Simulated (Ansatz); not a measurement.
AlCr2C in space group P6_3/mmc (No. 194; Al on 2d, Cr on 4f, C on 2a) at seven volumes, the program Ansatz at the PBEsol level (PAW), shape and atoms relaxed at each. One row is withheld.

| V (Å³/atom) | P (GPa) |
|---|---|
| 9.814 | ? |
| 10.138 | 14.29 |
| 10.461 | 6.60 |
| 10.785 | 0.01 |
| 11.109 | -5.58 |
| 11.432 | -10.35 |
| 11.756 | -14.36 |

Problem. Fit the shown pressures and predict the withheld one.

Solution. Third-order Birch–Murnaghan: P = (3/2)B₀(x^(7/2) − x^(5/2))[1 + (3/4)(B′ − 4)(x − 1)] with x = (V₀/V)^(2/3). Least squares on the six rows gives V₀ = 10.786 Å³/atom, B₀ = 201.5 GPa, B′ = 4.39. At V = 9.814, x = 1.0650 and P = 23.43 GPa. The run itself gave 23.32 GPa.

The PBEsol relaxation kept the symmetry of its start. No spin polarisation was allowed.

Potentials: the earlier of the program's two PAW sets. The files were generated under PBE; for other functionals the program regenerates the frozen cores, and for LDA and PBEsol the local potential too.
